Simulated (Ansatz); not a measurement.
Phonon dispersion of MgCd3O4

Computed with DFT PBE, scalar-relativistic, plane waves, PAW in Ansatz 0.2.0. Settings: 420 eV plane-wave cutoff, Γ-centred 8×8×8 mesh, Fermi-Dirac smearing of 0.15 eV. No spin polarisation. Phonons by linear response, acoustic sum rule imposed.

Equilibrium structure at this level:
```
CELL_PARAMETERS angstrom
4.68076 0.00000 0.00000
0.00000 4.68076 0.00000
0.00000 0.00000 4.68076
ATOMIC_POSITIONS crystal
Mg 0.50000 0.50000 0.50000
Cd 0.00000 0.00000 0.50000
Cd 0.00000 0.50000 0.00000
Cd 0.50000 0.00000 0.00000
O 0.00000 0.00000 0.00000
O 0.50000 0.50000 0.00000
O 0.50000 0.00000 0.50000
O 0.00000 0.50000 0.50000
```

The structure comes from a generated guess, relaxed at this level; another structure or a mixture of phases may lie lower. In a metal, frequencies and elastic constants depend on the k mesh and the smearing, soft modes and shear constants most. A semilocal functional can close a gap that the real compound has.

Force constants from linear response on a 2×2×2 q mesh.

Path: Γ–X–M–Γ–R–X | R–M. Only the points of the 2×2×2 mesh were computed; the rest is interpolation, which is rough on so few points. At q = (-0.500, -0.500, -0.500) a computed mode is imaginary, 119i cm⁻¹, so the cell is unstable at this level. Distance along the path (Å⁻¹), then the branches (cm⁻¹, negative for imaginary):
```
0.000  -96 -96 -96 0 0 0 97 97 97 117 117 117 217 217 217 314 314 314 357 357 357 406 406 406
0.168  -94 -94 -40 25 25 46 98 98 105 118 118 124 218 218 221 315 315 323 358 358 358 404 404 412
0.336  -91 -91 48 48 88 97 97 119 121 122 122 139 221 221 226 317 317 348 361 361 361 398 398 429
0.503  -88 -88 65 65 93 93 121 127 127 135 147 165 225 225 225 318 318 364 368 368 376 390 390 448
0.671  -86 -86 75 75 88 88 129 129 137 141 147 180 222 227 227 317 317 365 376 376 383 383 388 456
0.839  -85 -79 78 78 88 92 118 127 131 144 155 188 208 229 246 310 320 338 351 375 382 403 408 455
1.007  -82 -82 86 86 92 100 109 116 123 154 165 203 209 235 258 290 302 320 327 372 377 423 427 453
1.175  -105 -79 97 98 100 107 110 110 117 165 175 214 218 241 256 264 272 303 336 368 371 437 439 450
1.342  -116 -78 105 105 106 109 110 110 112 170 179 218 218 244 254 254 257 299 341 367 367 444 444 448
1.580  -96 -80 85 90 102 107 108 113 118 159 170 206 219 238 260 272 283 305 333 366 377 429 441 447
1.817  -86 -64 54 67 99 104 106 115 121 127 149 165 220 227 252 302 323 324 327 362 392 396 429 430
2.054  -93 -79 27 36 47 67 99 99 110 118 119 133 219 219 226 313 316 330 351 358 365 402 410 413
2.292  -96 -96 -96 0 0 0 97 97 97 117 117 117 217 217 217 314 314 314 357 357 357 406 406 406
2.582  -79 -79 36 36 72 83 94 107 107 121 121 139 220 220 232 313 313 338 346 360 360 407 413 413
2.873  -69 -69 68 68 90 102 102 115 129 129 160 186 231 231 278 296 296 314 334 338 338 436 440 440
3.163  -100 -100 95 95 99 102 102 112 118 118 196 242 250 250 263 263 272 274 288 288 322 458 458 460
3.454  -119 -119 108 108 108 110 110 110 112 112 209 243 243 243 253 253 253 266 266 266 329 463 463 463
3.691  -111 -100 98 99 101 109 110 112 112 112 200 248 251 252 255 256 265 267 280 284 324 460 460 462
3.929  -90 -74 83 87 93 105 107 117 122 124 180 220 225 243 271 281 294 298 317 331 331 446 447 457
4.166  -79 -79 76 84 87 96 113 125 133 137 160 196 203 232 256 310 314 328 342 364 370 417 420 455
4.403  -86 -86 75 75 88 88 129 129 137 141 147 180 222 227 227 317 317 365 376 376 383 383 388 456
4.487  -119 -115 107 107 109 109 109 110 111 112 208 244 244 247 253 255 255 264 266 266 328 463 463 463
4.655  -118 -93 100 100 106 109 109 110 112 118 200 242 242 254 255 255 255 276 291 291 324 460 460 460
4.823  -117 -75 100 100 104 108 108 109 112 145 189 231 231 245 253 253 256 312 313 332 332 454 454 455
4.990  -116 -77 104 104 105 109 109 109 112 167 180 220 220 243 254 254 256 302 337 362 362 445 445 449
```
